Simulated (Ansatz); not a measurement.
Relaxed HgTe (zinc blende):

```
CELL_PARAMETERS angstrom
      0.00000     3.32535     3.32535
      3.32535     0.00000     3.32535
      3.32535     3.32535     0.00000
ATOMIC_POSITIONS crystal
  Te 0.75000 0.75000 0.75000
  Hg 0.00000 0.00000 0.00000
```

In each cell atom 1 (Te, nearest neighbour Hg at 2.880 Å; its periodic images, 4.7 Å or more away, move with it) moves by s·(1.000, 0.000, 0.000) (along Cartesian x), the rest being held.

These are PBE (plane waves to 420 eV, PAW, scalar-relativistic; Ansatz, an electronic-structure program) values and carry that method's errors. k mesh 10×10×10 (Γ-centred), Fermi-Dirac smearing 0.05 eV. E stands for the smeared free energy. With partly filled bands, energies and forces of such displacements shift with the k mesh and the smearing. At this level the bands of HgTe touch or barely overlap. HgTe was relaxed with its symmetry unable to fall. Spin-orbit coupling is left out, though Hg and Te are heavy. The PAW data are Ansatz's earlier set. The relaxed volume of HgTe is well above the measured one; the method has no dispersion term. The zero of ΔE is the undisplaced structure. The last digit holds for this mesh only.

```json
[
 {"s (Å)": "-0.290", "ΔE (meV/cell)": "109.8"},
 {"s (Å)": "-0.232", "ΔE (meV/cell)": "withheld"},
 {"s (Å)": "-0.174", "ΔE (meV/cell)": "40.0"},
 {"s (Å)": "-0.116", "ΔE (meV/cell)": "17.8"},
 {"s (Å)": "-0.058", "ΔE (meV/cell)": "4.5"},
 {"s (Å)": "0.000", "ΔE (meV/cell)": "0.0"},
 {"s (Å)": "0.058", "ΔE (meV/cell)": "4.5"},
 {"s (Å)": "0.116", "ΔE (meV/cell)": "17.8"},
 {"s (Å)": "0.174", "ΔE (meV/cell)": "40.0"},
 {"s (Å)": "0.232", "ΔE (meV/cell)": "withheld"},
 {"s (Å)": "0.290", "ΔE (meV/cell)": "109.8"}
]
```

Problem. Fit an even polynomial form (powers 2, 4) to the given rows and predict ΔE at s = -0.232.

Solution. Least squares on the 9 given rows: ΔE = (1329)·s² + (-280.3)·s⁴, in meV/cell with s in Å; root-mean-square residual 0.02 meV/cell. At -0.232 the fit gives 70.7 meV/cell; the calculation gives 70.7 meV/cell, the same to the digits shown. The quadratic term alone would give 71.5 meV/cell.

(A displaced cell: forces are minus the slopes of the energy, force constants its curvatures, and phonons follow from these.)
